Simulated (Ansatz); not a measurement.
Consider the following.

SiNi:
```xyz
8
Lattice="5.0854 0.0000 0.0000 0.0000 3.3638 0.0000 0.0000 0.0000 5.5199" Properties=species:S:1:pos:R:3 pbc="T T T"
Si     4.1759     2.5229     3.2410
Si     0.9094     0.8410     2.2789
Si     3.4521     0.8410     0.4810
Si     1.6332     2.5229     5.0388
Ni     2.5903     0.8410     3.7944
Ni     2.4951     2.5229     1.7255
Ni     5.0378     2.5229     1.0344
Ni     0.0476     0.8410     4.4855
```

This is the PBEsol-relaxed structure.

### Question
All from PBEsol in the plane-wave PAW code Ansatz, unless another level is named. Predict the electronic character.

### Answer
metallic (no gap).

### Question
Predict the formation energy from the elements (no fitted shifts).

### Answer
-0.59 eV/atom.

### Question
Next, the density of states at the Fermi level?

### Answer
0.27 states/eV per atom (mean over ±0.08 eV).

Space group Pnma. Symmetry was held in the PBEsol relaxation; of distortions, only those at the zone centre were tested. The run is not spin-polarised. The references are the lowest solids computed at this level, not always the standard phases.

Potentials: the later of the program's two PAW sets.
